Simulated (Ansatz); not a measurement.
Computed with Ansatz, DFT PBE, scalar-relativistic, plane waves, PAW. Cutoff 420 eV, Γ-centred 16×16×16 mesh (6-atom cell), Gaussian smearing of 0.10 eV, no spin polarisation.

Formation energies are uncorrected and count from the elements' standard states at the same level.

Question: Suggest a trial structure for a tetragonal metal that holds Ti and 2 more elements, with a formation energy near −1.66 eV/atom and a density near 5.99 g/cm³, in a cell of 6 atoms.

Answer: ZrTi2N3, space group I4/mmm (No. 139). Zr has 6 N at 2.20–2.23 Å, 4 Zr at 3.11 Å and 8 Ti at 3.17 Å; around Ti lie 1 N at 2.06 Å, 5 N at 2.20–2.28 Å, 8 Ti at 2.97–3.11 Å and 4 Zr at 3.17 Å; N on a site of symmetry 4mm is surrounded by 1 Ti at 2.06 Å, 4 Ti at 2.20 Å and 1 Zr at 2.23 Å; N on a site of symmetry 4/mmm has 4 Zr at 2.20 Å and 2 Ti at 2.28 Å.

```
Zr Ti N
1.0
    -1.55411    1.55411    6.57159
     1.55411   -1.55411    6.57159
     1.55411    1.55411   -6.57159
Zr Ti N
1 2 3
Direct
  0.00000 0.00000 0.00000
  0.67375 0.67375 0.00000
  0.32625 0.32625 0.00000
  0.16979 0.16979 0.00000
  0.83021 0.83021 0.00000
  0.50000 0.50000 0.00000
```

| Property | Result |
| --- | --- |
| Volume per atom | 10.58 Å³ |
| Density | 5.99 g/cm³ |
| Formation energy | −1.66 eV/atom |
| Gap on the 16×16×16 mesh of the 6-atom cell | 0 eV (a metal) |

It was reached by relaxing an invented guess, and it needn't be the stable form of this composition. Other answers may fit too; this one was computed.

A later test with randomly moved atoms came back to the same energy, though modes that don't fit the test's cell weren't probed.
